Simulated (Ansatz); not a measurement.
LuAlN$_{2}$:
```xyz
16
Lattice="5.8691 0.0000 0.0000 0.0000 6.9026 0.0000 0.0000 0.0000 5.1769" Properties=species:S:1:pos:R:3 pbc="T T T"
Lu     3.5166     6.0559     5.0671
Lu     2.3525     0.8466     2.4786
Lu     5.2871     2.6047     2.4786
Lu     0.5820     4.2979     5.0671
Al     0.4258     0.8717     5.1566
Al     5.4433     6.0309     2.5681
Al     2.5087     4.3229     2.5681
Al     3.3604     2.5796     5.1566
N      3.5580     5.8854     2.1373
N      2.3111     1.0171     4.7258
N      5.2457     2.4341     4.7258
N      0.6234     4.4684     2.1373
N      3.2234     2.7394     1.8549
N      2.6457     4.1632     4.4433
N      5.5803     6.1906     4.4433
N      0.2888     0.7119     1.8549
```

Relaxed with r²SCAN. Special points in fractions of this cell's reciprocal vectors: Γ (0.000, 0.000, 0.000); X (0.500, 0.000, 0.000); S (0.500, 0.500, 0.000); Y (0.000, 0.500, 0.000); Z (0.000, 0.000, 0.500); U (0.500, 0.000, 0.500); R (0.500, 0.500, 0.500); T (0.000, 0.500, 0.500).

**Question.** List the band energies nearest the valence-band maximum at these points for r²SCAN in the plane-wave PAW code Ansatz.

**Answer.** In eV from the valence-band maximum; about four levels below and three above (degenerate sets whole), none deeper than 8.9 eV; points with the same levels are listed once.

```json
[
 {"k": "Γ", "below": "-0.60 -0.47 -0.32 0.00", "above": "3.50 3.52 3.71"},
 {"k": "X", "below": "-0.42 -0.42 -0.20 -0.20", "above": "3.82 3.82 4.34 4.34"},
 {"k": "S", "below": "-0.51 -0.51 -0.22 -0.22", "above": "3.92 3.92 4.72 4.72"},
 {"k": "Y", "below": "-0.44 -0.44 -0.35 -0.35", "above": "3.79 3.79 4.46 4.46"},
 {"k": "Z", "below": "-0.71 -0.71 -0.43 -0.43", "above": "4.07 4.07 5.06 5.06"},
 {"k": "U", "below": "-0.55 -0.55 -0.55 -0.55", "above": "4.61 4.61 4.61 4.61"},
 {"k": "R", "below": "-0.48 -0.48 -0.44 -0.44", "above": "4.92 4.92 5.17 5.17"},
 {"k": "T", "below": "-0.70 -0.70 -0.39 -0.39", "above": "4.43 4.43 4.65 4.65"}
]
```

Space group Pna2_1. The start of the workflow was typed in or built on a structure type; neither database checked (COD, Materials Project) lists it. Whether it is the stable phase at ambient conditions was not checked. The r²SCAN relaxation kept the symmetry of its start; its stability against distortions is not shown here. Spin–orbit coupling is left out wherever it is not named.

Potentials: the earlier of the program's two PAW sets.
